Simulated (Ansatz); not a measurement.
LuSb (CsCl-type structure)

The computed numbers are results of PBEsol, scalar-relativistic (no spin polarisation) in the plane-wave PAW code Ansatz at 420 eV, Γ-centred 8×8×8 mesh, 0.05 eV Gaussian smearing. The datasets are Ansatz's generated set soft_2.

```cif
data_structure
_symmetry_space_group_name_H-M 'Pm-3m'
_symmetry_Int_Tables_number 221
_cell_length_a 3.6757
_cell_length_b 3.6757
_cell_length_c 3.6757
_cell_angle_alpha 90.000
_cell_angle_beta 90.000
_cell_angle_gamma 90.000
_cell_volume 49.66
loop_
_atom_site_label
_atom_site_type_symbol
_atom_site_symmetry_multiplicity
_atom_site_Wyckoff_symbol
_atom_site_fract_x
_atom_site_fract_y
_atom_site_fract_z
_atom_site_occupancy
Lu1 Lu 1 a 0.00000 0.00000 0.00000 1
Sb1 Sb 1 b 0.50000 0.50000 0.50000 1
```

This is a trial structure: such lanthanide and actinide compounds mostly take the rock-salt structure.

Problem. Which orbitals carry the states at the Fermi level, and how many states are there?

Solution. Within 0.1 eV of it: Lu 5d 56 %, Sb 5p 34 % (shares among the projected shells). The density of states at the Fermi level is about 0.96 states/eV per cell, averaged over 0.3 eV.

Density of states (tetrahedra, averaged over 0.5 eV; states/eV per cell of 2 atoms; energy in eV from the Fermi level):

| E (eV) | DOS |
| --- | --- |
| -7.60 | 0.0 |
| -7.10 | 0.0 |
| -6.60 | 0.0 |
| -6.10 | 0.0 |
| -5.60 | 27.3 |
| -5.10 | 1.4 |
| -4.60 | 0.8 |
| -4.10 | 1.7 |
| -3.60 | 1.2 |
| -3.10 | 1.1 |
| -2.60 | 1.0 |
| -2.10 | 1.0 |
| -1.60 | 0.9 |
| -1.10 | 1.2 |
| -0.60 | 1.7 |
| -0.10 | 1.2 |
| 0.40 | 2.5 |
| 0.90 | 1.0 |
| 1.40 | 0.5 |
| 1.90 | 2.0 |
| 2.40 | 2.0 |
| 2.90 | 1.1 |

Formal charges Lu³⁺, Sb³⁻ balance and leave closed shells on every ion, yet the run finds no gap: the anions' valence bands overlap the cations' empty bands by 0.6 eV on the mesh. A better functional would shrink the overlap, but with one this large it would likely leave a semimetal or metal.

Scalar-relativistic only: spin–orbit splittings of the heavy atoms' levels are missing. A displaced or strained copy of the relaxed cell lay 1.1 meV/atom lower, so the structure isn't a true minimum at this level, unless the mesh, which matters in a metal, makes it so.
